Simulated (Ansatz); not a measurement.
Cd (hcp, Mg type)

```yaml
crystal:
  lattice:
    - [2.94579, 0.00000, 0.00000]
    - [-1.47289, 2.55113, 0.00000]
    - [0.00000, 0.00000, 5.60304]
  atoms:
    - { symbol: Cd, position: [0.33333, 0.66667, 0.75000] }
    - { symbol: Cd, position: [0.66667, 0.33333, 0.25000] }
```

The slice is a (1 -1 0 0) plane (indices of the conventional cell) through the point (0.333, 0.667, 0.750) (fractional), spanned by u = [110] and v = [001] in vectors of this cell: u (2.95 Å) and v (5.60 Å, at 90° to u). It covers one period; positions are fractions (u, v).

Method: PBEsol (plane waves to 420 eV, PAW, scalar-relativistic; Ansatz, a first-principles code). k mesh 18×18×9. Near the nuclei the fields are pseudised (PAW); where an atom keeps semicore shells as valence, they peak there. Cd was relaxed with its symmetry unable to fall.

Three fields on this plane, each scaled to ten steps between its own extremes (0 low, 9 high; the total valence density on a logarithmic scale, the potential cut 8 eV below its top; x marks points blanked near nuclei; v = 0 in the bottom row):

Map A
```
|xxxxxx213312xxxxx|
|xxxxxx114411xxxxx|
|xxxxx31244213xxxx|
|xxxxx11244211xxxx|
|xxx410123321014xx|
|32100011221100012|
|00000000110000000|
|00000000000000000|
|11110000000000111|
|33322100000012233|
|66542100000012456|
|87642111111112467|
|98631123443211368|
|9863113xxxx311368|
|986212xxxxxx21268|
|986212xxxxxx21268|
|986212xxxxxx21268|
|9863113xxxx311368|
|98631123443211368|
|87642111111112467|
|66542100000012456|
|33322100000012233|
|11110000000000111|
|00000000000000000|
|00000000110000000|
|32100011221100012|
|xxx410123321014xx|
|xxxxx11244211xxxx|
|xxxxx31244213xxxx|
|xxxxxx114411xxxxx|
|xxxxxx213312xxxxx|
|xxxxxx213312xxxxx|
```

Map B
```
|xxxxxx046640xxxxx|
|xxxxxx057750xxxxx|
|xxxxx03677630xxxx|
|xxxxx15788751xxxx|
|xxx015789987510xx|
|00035789999875300|
|55667899999987665|
|77888999999998887|
|99999998888999999|
|99999887777889999|
|99998765555678999|
|99987542112457899|
|99875300000035789|
|9886400xxxx004688|
|887630xxxxxx03678|
|887520xxxxxx02578|
|887630xxxxxx03678|
|9886400xxxx004688|
|99875300000035789|
|99987542112457899|
|99998765555678999|
|99999887777889999|
|99999998888999999|
|77888999999998887|
|55667899999987665|
|00035789999875300|
|xxx015789987510xx|
|xxxxx15788751xxxx|
|xxxxx03677630xxxx|
|xxxxxx057750xxxxx|
|xxxxxx046640xxxxx|
|xxxxxx046640xxxxx|
```

Map C
```
|xxxxxx854458xxxxx|
|xxxxxx753357xxxxx|
|xxxxx96433469xxxx|
|xxxxx74222247xxxx|
|xxx974211112479xx|
|88754210000124578|
|44332100000012334|
|22111000000001112|
|11000001111000001|
|00011122222211100|
|01112234444322111|
|11123456776543211|
|22234679999764322|
|2234579xxxx975432|
|333468xxxxxx86433|
|334569xxxxxx96543|
|333468xxxxxx86433|
|2234579xxxx975432|
|22234679999764322|
|11123456776543211|
|01112234444322111|
|00011122222211100|
|11000001111000001|
|22111000000001112|
|44332100000012334|
|88754210000124578|
|xxx974211112479xx|
|xxxxx74222247xxxx|
|xxxxx96433469xxxx|
|xxxxxx753357xxxxx|
|xxxxxx854458xxxxx|
|xxxxxx964469xxxxx|
```

Problem. Assign the maps to these fields: electron localisation function (ELF); valence electron density; electrostatic potential energy of an electron, from the cell's mean.

Solution. A is the electron localisation function (ELF); B is the electrostatic potential energy of an electron, from the cell's mean; C is the valence electron density.
